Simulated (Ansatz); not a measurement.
GeSb$_{2}$Te$_{4}$:
Space group R-3m, hexagonal axes (No. 166); a = 4.262 Å, b = 4.262 Å, c = 41.613 Å, α = 90.00°, β = 90.00°, γ = 120.00°

```
atom  site  symmetry       x       y       z
----  ----  --------  ------  ------  ------
Ge      3a       -3m  0.0000  0.0000  0.0000
Sb      6c        3m  0.0000  0.0000  0.4220
Te      6c        3m  0.0000  0.0000  0.1295
Te      6c        3m  0.0000  0.0000  0.2930
```
(The calculation used a cell of 7 atoms; values per cell refer to that cell.)

Relaxed at zero pressure with r²SCAN+D4 in the plane-wave PAW code Ansatz.

Task: The volume is raised by 3 % and shape and atoms relax at that volume. What pressure results, and how do the axes share the change?

Result: -0.7 GPa; a 0.4 %, b 0.4 %, c 2.1 %; the energy rises by 2 meV/atom.

Task: Give the new structure.

Result: 
Space group R-3m, hexagonal axes (No. 166); a = 4.2810 Å, b = 4.2810 Å, c = 42.4831 Å, α = 90.00°, β = 90.00°, γ = 120.00°

| atom | site | symmetry | x | y | z |
|---|---|---|---|---|---|
| Ge | 3a | -3m | 0.0000 | 0.0000 | 0.0000 |
| Sb | 6c | 3m | 0.0000 | 0.0000 | 0.4206 |
| Te | 6c | 3m | 0.0000 | 0.0000 | 0.1272 |
| Te | 6c | 3m | 0.0000 | 0.0000 | 0.2936 |

The phase is kept; no other phase was compared at this pressure.

The cell was relaxed with r²SCAN+D4 under the symmetry of its start. Scalar-relativistic: spin–orbit coupling is off unless named, which matters more the heavier the elements.

Potentials: the later of the program's two PAW sets.
